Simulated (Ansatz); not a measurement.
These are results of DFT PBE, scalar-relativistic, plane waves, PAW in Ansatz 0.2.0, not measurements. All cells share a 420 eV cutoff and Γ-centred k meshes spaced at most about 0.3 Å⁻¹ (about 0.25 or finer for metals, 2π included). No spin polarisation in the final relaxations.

These are static total energies at zero pressure.

Compare these two cells of Al3Ge2Ru, each relaxed at this level.

A.

```
Al Ge Ru
1.0
     3.12272    0.00000    0.00000
     0.00000    3.12272    0.00000
     0.00000    0.00000    9.93739
Al Ge Ru
3 2 1
Direct
  0.50000 0.50000 0.13777
  0.50000 0.50000 0.50000
  0.50000 0.50000 0.86223
  0.00000 0.00000 0.31380
  0.00000 0.00000 0.68620
  0.00000 0.00000 0.00000
```

B.

```
Al Ge Ru
1.0
     4.57293    0.00000    0.00000
    -2.28647    3.96028    0.00000
     0.00000    0.00000    5.51359
Al Ge Ru
3 2 1
Direct
  0.00000 0.00000 0.50000
  0.33333 0.66667 0.00000
  0.33333 0.66667 0.50000
  0.66667 0.33333 0.24316
  0.66667 0.33333 0.75684
  0.00000 0.00000 0.00000
```

**Question.** Which is lower in energy, and by how much?

**Answer.** A is lower, by 291 meV/atom. A has space group P4/mmm (No. 123), 16.2 Å³/atom and no gap on its mesh; B has space group P-6m2 (No. 187), 16.6 Å³/atom and no gap. Counting Ge atoms around Al and Ru (those within 1.25 times the shortest such distance or 1.15 times the sum of covalent radii; the shortest distance is added where it is long for a bond; a slash parts the counts of unlike sites), A has Al 4/8 from 2.9 Å, Ru 2 and B has Al 6 from 3.0 Å, Ru 6. In A, Al on a site of symmetry 4mm has 4 Ru at 2.60 Å, 1 Al at 2.74 Å, 4 Ge at 2.82 Å, 4 Al at 3.12 Å and 1 Al at 3.60 Å; Ge has 8 Al at 2.82–2.88 Å, 1 Ru at 3.12 Å, 4 Ge at 3.12 Å and 1 Ge at 3.70 Å; Ru has 8 Al at 2.60 Å, 2 Ge at 3.12 Å and 4 Ru at 3.12 Å; 1 more site not described. In B, Al on its first site has 3 Al at 2.64 Å, 2 Ru at 2.76 Å and 6 Ge at 3.00 Å; Ge is surrounded by 2 Ge at 2.68–2.83 Å, 3 Ru at 2.96 Å and 9 Al at 2.96–3.00 Å; around Ru lie 5 Al at 2.64–2.76 Å and 6 Ge at 2.96 Å; 2 more sites not described. Both come from invented guesses. A third cell relaxed alike, in P4mm, lies 32 meV/atom below the lower of the two.

Cells relaxed within their symmetry can be saddle points.
